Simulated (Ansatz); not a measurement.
**What DFT gives for NbSi**

```yaml
crystal:
  lattice:
    - [0.00000, 3.49026, 0.00000]
    - [3.49026, 0.00000, 0.00000]
    - [1.74513, 1.74513, -2.73959]
  atoms:
    - { symbol: Nb, position: [0.41400, 0.41400, 0.17200] }
    - { symbol: Si, position: [0.00000, 0.00000, 0.00000] }
```

The numbers come from plane-wave PAW DFT (Ansatz): r2SCAN, no spin polarisation, 500 eV, 9×9×9 Γ-centred k points, tetrahedron occupations. Nothing was relaxed.

(1) Is there a gap?

(2) What is the formation energy?

(3) Which atom feels the largest force, and which way?

(4) Is the cell too large or too small?

(5) Give the Bader charges.

Origin: a known structure type with other elements, at an estimated volume, so it need not be a known compound. Caveats: empty levels are not fully converged; atoms or cell far from equilibrium; forces and stress under tetrahedra may miss the slope of the energy.

## Answers

(1) It is a metal, with about 1.3 states/eV a cell as the mean within 0.25 eV of the Fermi level, mostly Nb d (72 %) and Si p (21 %).

(2) 0.23 eV an atom against the elements' usual phases (free molecules for gases, crystals otherwise, with no correction for O₂ or N₂), so at this geometry it isn't bound against them. Relaxing would lower it.

(3) The largest is on Si2 (and as large on other atoms): 4.00 eV/Å, components (0.00, 0.00, -4.00). It makes 180° with the line to a nearest neighbour, Nb1 at 2.27 Å, pointing away from it.

(4) The pressure is 15.2 GPa (compression positive), so with the atoms held at these fractions the cell would first expand; the forces are large, so a full relaxation may end otherwise. The principal stresses 11.2, 11.2, 23.2 GPa differ, so its shape would change too.

(5) Bader charges in e: Nb +0.72, Si -0.72. In the mean Nb gives up most and Si takes most.
